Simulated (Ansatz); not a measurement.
HfN (rock salt)

```
HfN
1.0
    0.00000     4.52548     4.52548
    2.26274     0.00000     2.26274
    2.26274     2.26274     0.00000
N Hf
2 2
Direct
  0.00000   0.00000   0.00000
  0.50000   0.00000   0.00000
  0.25000   0.50000   0.50000
  0.75000   0.50000   0.50000
```

The atoms are displaced by Q × the pattern below (from a DFPT mode at L = (0.5, 0.0, 0.0), largest move 1; Q in Å), at fixed cell. (q is in reciprocal vectors of the primitive cell; the cell shown is doubled to hold the pattern.)

```
atom       x       y       z
----  ------  ------  ------
Hf3    0.577  -0.577  -0.577
Hf4   -0.577   0.577   0.577
```

Atoms not listed stay in place.

Level of theory: r2SCAN (plane waves to 500 eV, PAW, scalar-relativistic; Ansatz, a program for electronic structure). k mesh 9×18×18 (Γ-centred), Fermi-Dirac smearing 0.05 eV. The energy includes the smearing's −TS. Compression counts positive. With partly filled bands, energies and forces of such displacements shift with the k mesh and the smearing. HfN is run without spin polarisation. HfN was relaxed with its symmetry unable to fall. Spin-orbit coupling is left out, though Hf is heavy. The zero of ΔE is the undisplaced structure.

| Q (Å) | ΔE (eV/cell) | P (GPa) | −dE/dQ from forces (eV/Å) |
|---|---|---|---|
| -0.100 | 0.151 | 2.3 | 3.650 |
| -0.083 | 0.098 | 1.6 | 2.767 |
| -0.067 | 0.059 | 1.0 | 1.961 |
| -0.050 | 0.032 | 0.6 | 1.315 |
| -0.033 | 0.014 | 0.3 | 0.843 |
| -0.017 | 0.003 | 0.1 | 0.416 |
| 0.000 | 0.000 | 0.0 | 0.000 |
| 0.017 | 0.003 | 0.1 | -0.416 |
| 0.033 | 0.014 | 0.3 | -0.843 |
| 0.050 | 0.032 | 0.6 | -1.315 |
| 0.067 | 0.059 | 1.0 | -1.961 |
| 0.083 | 0.098 | 1.6 | -2.767 |
| 0.100 | 0.151 | 2.3 | -3.650 |

Derived quantities:

```
Quantity                                                                                                             Result
-----------------------------------------------------------  --------------------------------------------------------------
Energy at Q = 0.100 Å                                                                                          151 meV/cell
Space group of the distorted cell                                                        R-3m (No. 166), lowered from Fm-3m
Symmetry of the curve                                                                         even: the same for both signs
Shape of the curve                                           a single well with its minimum at or next to zero displacement
Harmonic wavenumber from the curvature (finite differences)                                                        138 cm⁻¹
Wavenumber by perturbation theory (DFPT, on another k mesh)                                                        132 cm⁻¹
```

(A displaced cell: forces are minus the slopes of the energy, force constants its curvatures, and phonons follow from these.)
